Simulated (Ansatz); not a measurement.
Formation energy of CuSb in the rocksalt structure

Computed with Ansatz (plane waves, PAW, 500 eV cutoff): r²SCAN, scalar-relativistic, no spin polarisation, 12×12×12 k-mesh, Gaussian smearing of 0.05 eV. The datasets are Ansatz's generated set soft_2.

The cell came from substitution into a structure type; whether the compound takes it is for experiment to say.

The structure is cubic, space group Fm-3m (No. 225). The conventional cell has a = 5.383 Å, b = 5.383 Å, c = 5.383 Å, α = 90.00°, β = 90.00°, γ = 90.00°. Around Cu (site symmetry m-3m) lie 6 Sb at 2.69 Å. Sb (site symmetry m-3m) has 6 Cu at 2.69 Å as nearest neighbours. (Shells end 15 % past the nearest neighbour.)

The elements were computed in their standard states with the same datasets, cutoff and functional. Total energies depend on the potentials used, so only differences within one code and one set of settings carry meaning.

Energy of the relaxed cell (2 atoms, smearing extrapolated to zero): -13130.001 eV. Elements, in eV/atom: Cu -6631.239, Sb -6499.126.

Q: What is the formation energy?

A: [-13130.001 − (1 × -6631.239 + 1 × -6499.126)] / 2 = 0.18 eV/atom, or 18 kJ per mole of atoms.

The value is for 0 K, without zero-point energy. A positive value means that this structure is unstable even against the elements at this level.

Spin–orbit coupling, which matters for such heavy elements, is left out.
